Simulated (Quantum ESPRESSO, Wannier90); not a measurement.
Tight-binding from DFT: Sr2CuBrO2 (R-3m)

```xyz
6
Lattice="-2.0238 3.5053 0.0000 -4.0476 0.0000 0.0000 -2.0238 1.1684 9.4434" Properties=species:S:1:pos:R:3 pbc="T T T"
Sr     2.0238    -1.1684    -2.2804
Sr    -2.0238     1.1684     2.2804
Cu    -4.0476     2.3369     4.7217
Br     0.0000     0.0000     0.0000
O      2.0238    -1.1684     2.9233
O     -2.0238     1.1684    -2.9233
```

Materials Project entry mp-552537; symmetrised, unrelaxed at this level. COD (Crystallography Open Database) has an entry of this formula and space group (matched by these alone). Level: PBEsol, spinors with spin-orbit coupling; pw.x of Quantum ESPRESSO at 74 Ry with PseudoDojo potentials, 4×4×4 k-points, Wannier90. Density: 10×10×10 mesh, Gaussian smearing 0.01 Ry. A non-magnetic state is assumed, with no Hubbard U; filled 3d bands tend to lie too high at this level.

Bands 13-16 form an isolated set from -17.92 to -17.01 eV relative to the valence-band maximum (on the path) and are turned into 4 Wannier functions by minimising the spread from the start: atomic waves O 2s.

Problem. Where do the functions sit, how wide are they and what are they made of?

Solution. 
| functions | spread (Å²) | nearest atom, distance (Å) | second atom, distance (Å) | weight on atomic waves |
|---|---|---|---|---|
| 4 | 2.45 | O 0.18 | Cu 1.98 | O 2s 58 %, Sr 4p 34 % |

Ω_I = 9.41 Å², Ω_total = 9.78 Å²; the interpolated bands follow pw.x to 11 meV rms on the path. Only this start was tried; a symmetric start can stop on a saddle, and mixtures of these functions could lower the total by at most Ω_total − Ω_I.
